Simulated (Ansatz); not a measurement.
Name crystals whose computed values (PBE+D3(BJ) in the plane-wave PAW code Ansatz) fall in these windows: B₀ by P(V) fit (GPa) 25 to 33; gap (eV) 0.41 to 0.58; electron conductivity mass (mₑ) 0.075 to 0.099.



```csv
crystal,B₀ by P(V) fit (GPa),gap (eV),electron conductivity mass (mₑ)
"In2Se3, P3m1 (Pearson symbol hP10)",30.6,0.49,0.086
```
Others may fit too.

Typed or built starts, not in the databases checked: In2Se3, P3m1 (Pearson symbol hP10). The cell was relaxed under the symmetry of its start. Spin–orbit coupling is left out wherever it is not named.

Potentials: the later of the program's two PAW sets.
